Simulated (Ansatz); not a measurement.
RbCaH3:
```yaml
crystal:
  lattice:
    - [4.39833, 0.00000, 0.00000]
    - [0.00000, 4.39833, 0.00000]
    - [0.00000, 0.00000, 4.39833]
  atoms:
    - { symbol: Rb, position: [0.00000, 0.00000, 0.00000] }
    - { symbol: Ca, position: [0.50000, 0.50000, 0.50000] }
    - { symbol: H, position: [0.50000, 0.00000, 0.50000] }
    - { symbol: H, position: [0.00000, 0.50000, 0.50000] }
    - { symbol: H, position: [0.50000, 0.50000, 0.00000] }
```

This is the LDA-relaxed structure.

Problem. All from DFT-LDA in the program Ansatz with PAW potentials, unless another level is named. Predict the electronic dielectric constant ε∞ (DFPT).

Solution. 3.45.

Problem. Give the static dielectric constant ε0 (ions relaxed, cell fixed).

Solution. 11.9.

Problem. And the Born charges (a third of the trace)?

Solution. Rb +1.09, Ca +1.74, H -0.94 e.

Space group Pm-3m (cubic perovskite). The workflow started from a Materials Project entry (that database holds measured and hypothetical structures alike); the Crystallography Open Database files this formula in space group No. 221, but the cells were not matched. Its standing as an ambient phase is unchecked. The LDA relaxation kept the symmetry of its start; phonons on a q-mesh show no instability. Scalar-relativistic: spin–orbit coupling is off unless named, which matters more the heavier the elements.

Potentials: the later of the program's two PAW sets.
